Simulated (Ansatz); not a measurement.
SnMo2N:
```yaml
crystal:
  lattice:
    - [3.26476, 0.00000, 0.00000]
    - [-1.63238, 2.82737, 0.00000]
    - [0.00000, 0.00000, 12.87418]
  atoms:
    - { symbol: Sn, position: [0.33333, 0.66667, 0.75000] }
    - { symbol: Sn, position: [0.66667, 0.33333, 0.25000] }
    - { symbol: Mo, position: [0.33333, 0.66667, 0.07520] }
    - { symbol: Mo, position: [0.66667, 0.33333, 0.57520] }
    - { symbol: Mo, position: [0.66667, 0.33333, 0.92480] }
    - { symbol: Mo, position: [0.33333, 0.66667, 0.42480] }
    - { symbol: N, position: [0.00000, 0.00000, 0.00000] }
    - { symbol: N, position: [0.00000, 0.00000, 0.50000] }
```

Relaxed with r²SCAN. Special points in fractions of this cell's reciprocal vectors: Γ (0.000, 0.000, 0.000); M (0.500, 0.000, 0.000); K (0.333, 0.333, 0.000); A (0.000, 0.000, 0.500); L (0.500, 0.000, 0.500); H (0.333, 0.333, 0.500).

**Question.** List the band energies nearest the Fermi level at these points for r²SCAN in the plane-wave PAW code Ansatz.

**Answer.** In eV from the Fermi level; about four levels below and three above (degenerate sets whole), none deeper than 8.9 eV; points with the same levels are listed once.

```tsv
k	below	above
Γ	-0.23 -0.23 -0.22 -0.04	0.03 0.03 0.87
M	-0.78 -0.56 -0.50 -0.17	0.12 0.46 0.61
K	-1.03 -1.03 -0.20 -0.10	1.29 1.29 1.68 1.68
A	-0.11 -0.11 -0.11 -0.11	0.89 0.89 1.45 1.45 1.45 1.45
L	-0.71 -0.71 -0.42 -0.42	0.22 0.22 1.39 1.39
H	-1.82 -1.82 -0.56 -0.56	0.89 0.89 1.59 1.59
```

Space group P6_3/mmc. The start of the workflow was typed in or built on a structure type; neither database checked (COD, Materials Project) lists it. Whether it is the stable phase at ambient conditions was not checked. Symmetry was held in the r²SCAN relaxation; whether a distortion lowers the energy is not shown. The workflow began spin-polarised and lost its moments. Spin–orbit coupling is left out wherever it is not named.

Potentials: the earlier of the program's two PAW sets.
